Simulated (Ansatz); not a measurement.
# GaGe5Si26: computed property card

GaGe$_{5}$Si$_{26}$:
```yaml
crystal:
  lattice:
    - [7.80791, 5.51410, 0.00000]
    - [-7.80791, 5.51410, 0.00000]
    - [-7.79696, 0.00000, 7.80784]
  atoms:
    - { symbol: Ga, position: [0.24873, 0.24873, 0.00000] }
    - { symbol: Ge, position: [0.24897, 0.24897, 0.50000] }
    - { symbol: Ge, position: [0.75108, 0.75108, 0.00000] }
    - { symbol: Ge, position: [0.75095, 0.75095, 0.50000] }
    - { symbol: Ge, position: [0.49890, 0.50065, 0.74937] }
    - { symbol: Ge, position: [0.50065, 0.49890, 0.25063] }
    - { symbol: Si, position: [0.75281, 0.49697, 0.00415] }
    - { symbol: Si, position: [0.75428, 0.49683, 0.50470] }
    - { symbol: Si, position: [0.24983, 0.99746, 0.99923] }
    - { symbol: Si, position: [0.24946, 0.99811, 0.49803] }
    - { symbol: Si, position: [0.00103, 0.99921, 0.75099] }
    - { symbol: Si, position: [0.99921, 0.00103, 0.24901] }
    - { symbol: Si, position: [0.50257, 0.24570, 0.25208] }
    - { symbol: Si, position: [0.50225, 0.24636, 0.75263] }
    - { symbol: Si, position: [0.00288, 0.75161, 0.25231] }
    - { symbol: Si, position: [0.00286, 0.75006, 0.75328] }
    - { symbol: Si, position: [0.49921, 0.99881, 0.00002] }
    - { symbol: Si, position: [0.50134, 0.00082, 0.50035] }
    - { symbol: Si, position: [0.99881, 0.49921, 0.99998] }
    - { symbol: Si, position: [0.00082, 0.50134, 0.49965] }
    - { symbol: Si, position: [0.99811, 0.24946, 0.50197] }
    - { symbol: Si, position: [0.99746, 0.24983, 0.00077] }
    - { symbol: Si, position: [0.49683, 0.75428, 0.49530] }
    - { symbol: Si, position: [0.49697, 0.75281, 0.99585] }
    - { symbol: Si, position: [0.75169, 0.24860, 0.25257] }
    - { symbol: Si, position: [0.75113, 0.24881, 0.75215] }
    - { symbol: Si, position: [0.24881, 0.75113, 0.24785] }
    - { symbol: Si, position: [0.24860, 0.75169, 0.74743] }
    - { symbol: Si, position: [0.75006, 0.00286, 0.24672] }
    - { symbol: Si, position: [0.75161, 0.00288, 0.74769] }
    - { symbol: Si, position: [0.24636, 0.50225, 0.24737] }
    - { symbol: Si, position: [0.24570, 0.50257, 0.74792] }
```

Space group C2 (No. 5); conventional cell a = 15.6158 Å, b = 11.0282 Å, c = 11.0343 Å, α = γ = 90.00°, β = 134.96°.

Method: PBE (plane waves, PAW; program Ansatz). The cell and atoms are relaxed at this level. Other levels are named where they apply.

Cell and energy:

```json
{
 "volume_per_atom": "21.01 Å³",
 "density": "2.87 g/cm³",
 "Formation energy from the elements (no fitted shifts)": "0.030 eV/atom"
}
```

Electronic structure:

```json
{
  "electronic_character": "metallic (no gap)",
  "Density of states at the Fermi level": "0.13 states/eV per atom (mean over ±0.08 eV)"
}
```

Mechanics:

```json
{
 "Bulk modulus (Birch–Murnaghan fit)": "81.7 GPa",
 "Pressure derivative B′": "4.4",
 "Elastic constants (relaxed ions, GPa)": "C11 = 157, C22 = 134, C33 = 157, C12 = 55.9, C13 = 32.5, C23 = 56.0, C44 = 61.9, C55 = 39.2, C66 = 62.0, C15 = 0.0, C25 = -0.2, C35 = 0.0, C46 = 0.3",
 "mechanical_stability": "stable (all eigenvalues of C positive)",
 "hill_bulk_and_shear_moduli": "81.9 and 51.5 GPa",
 "Young's modulus": "128 GPa",
 "Poisson's ratio": "0.24",
 "debye_temperature_from_the_elastic_constants": "507 K"
}
```

Charges:

```json
{
  "bader_charges": "Ga +0.17, Ge -0.27 to -0.25, Si -0.01 to +0.11 e"
}
```

The start of the workflow was typed in or built on a structure type; neither database checked (COD, Materials Project) lists it. Its standing as an ambient phase is unchecked. Symmetry was held in the PBE relaxation; its stability against distortions is not shown here. As this level gives no gap, shear constants depend on the k-mesh and smearing (Fermi–Dirac, 0.1 eV here). The references are the lowest solids computed at this level, not always the standard phases. Scalar-relativistic: spin–orbit coupling is off unless named, which matters more the heavier the elements.

Potentials: the later of the program's two PAW sets.
